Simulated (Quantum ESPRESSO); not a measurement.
# Si3O4FN: convergence and cost over cutoff and k mesh

A calculation, not a measurement. The program is pw.x of Quantum ESPRESSO 7.5 (plane-wave density functional theory). The cell is made up: 9 atoms on a quartz lattice, with randomly drawn elements, strain and displacements, not relaxed. PseudoDojo standard norm-conserving files (v0.5 for PBE, v0.4.1 for LDA and PBEsol) set the functional; there is no spin polarisation, spin-orbit coupling or dispersion term, and the masses in the input are unused placeholders.

Input of the run in row 4:

```
&control calculation='scf', pseudo_dir='./dojo.nc.sr.pbe.v0_5.standard.upf', outdir='./o', disk_io='medium', tprnfor=.true., tstress=.true. /
&system ibrav=0, nat=9, ntyp=4, nbnd=30, ecutwfc=84.00895049, nosym=.true., tot_charge=0,
 occupations='smearing', smearing='fd', degauss=0.0018374661
/
&electrons conv_thr=7.350e-09, electron_maxstep=60, /
ATOMIC_SPECIES
F 1.0 F.upf
N 1.0 N.upf
O 1.0 O.upf
Si 1.0 Si.upf
CELL_PARAMETERS angstrom
5.1385 0.0 0.0
-2.5692 4.45 0.0
0.0 0.0 5.64
ATOMIC_POSITIONS angstrom
Si 2.3903 0.0173 3.7575
Si -1.1803 2.0575 1.9058
Si 1.3814 2.3506 0.0115
O 1.3951 1.2108 4.4511
O 3.3788 0.6497 2.5337
O 2.93 2.5795 0.6248
F 0.2646 1.8361 1.2353
O -1.0847 3.2796 3.0938
N 0.7861 3.7919 4.9571
K_POINTS automatic
5 5 4 1 1 1
```

The same cell was run at these settings. Meshes are shifted by half a step, and differences are from the last row, which is itself not exact.

| cutoff (eV) | k mesh | k points solved | threshold (eV) | free energy less the last row's (eV) | pressure (GPa) | largest stress difference (GPa) | largest force difference (eV/Å) | iterations | wall time (s) | k-point pools | processor |
| --- | --- | --- | --- | --- | --- | --- | --- | --- | --- | --- | --- |
| 800 | 2 x 2 x 2 | 4 | 1e-04 | 0.887 | -16.65 | 7.97 | 0.038 | 10 | 32 | 1 | AMD EPYC, Zen 5 class |
| 1143 | 2 x 2 x 2 | 4 | 1e-07 | -0.007 | -8.74 | 0.06 | 0.029 | 12 | 81 | 1 | AMD EPYC, Zen 5 class |
| 811 | 5 x 5 x 4 | 50 | 1e-07 | 0.777 | -15.82 | 7.16 | 0.017 | 12 | 339 | 1 | AMD EPYC, Zen 5 class |
| 1143 | 5 x 5 x 4 | 50 | 1e-07 | 0.002 | -8.76 | 0.02 | 0.002 | 12 | 545 | 1 | AMD EPYC, Zen 5 class |
| 1437 | 7 x 7 x 6 | 147 | 1e-07 | 0.000 | -8.75 | 0.00 | 0.000 | 12 | 390 | 4 | Intel Xeon, 2023 or later |

Each pool is one process. Wall times include start-up and a band step at six k points, which weighs most on the coarsest meshes. The runs were on shared virtual cores whose load varied, so times are rough.